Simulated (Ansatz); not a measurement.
All numbers below come from DFT PBE, scalar-relativistic, plane waves, PAW in Ansatz. All cells share a 420 eV cutoff and Γ-centred k meshes spaced at most about 0.3 Å⁻¹ (about 0.25 or finer for metals, 2π included). Collinear spin in cells that started with moments and kept them past the coarse steps, no spin elsewhere.

Temperature and zero-point effects are left out.

Two forms of TiSeS3 were relaxed alike.

A. (site moments Ti 1.6; S -0.1 (×3) μB) Space group Pm-3m (No. 221), cubic, a = 4.723 Å. Ti is surrounded by 12 S at 3.34 Å; around Se lie 6 S at 2.36 Å; S is surrounded by 2 Se at 2.36 Å, 4 Ti at 3.34 Å and 8 S at 3.34 Å.

B. (site moments under 0.1 μB) Space group Pm-3m (No. 221), cubic, a = 4.695 Å. Ti is surrounded by 6 S at 2.35 Å; Se has 12 S at 3.32 Å (long contacts); S is surrounded by 2 Ti at 2.35 Å, 4 Se at 3.32 Å and 8 S at 3.32 Å.

Question: Which form is favoured at zero pressure, and by what margin per atom?

Answer: B is lower, by 0.52 eV/atom. A has the cubic perovskite type, space group Pm-3m (No. 221), 21.1 Å³/atom and no gap on its mesh; B has the cubic perovskite type, space group Pm-3m (No. 221), 20.7 Å³/atom and no gap. Counting S atoms around Se and Ti (those within 1.25 times the shortest such distance or 1.15 times the sum of covalent radii; the shortest distance is added where it is long for a bond), A has Ti 12 from 3.3 Å, Se 6 and B has Ti 6, Se 12 from 3.3 Å. Their magnetic states differ too. Both come from invented guesses.

Another magnetic order may lie lower. Cells relaxed within their symmetry can be saddle points.
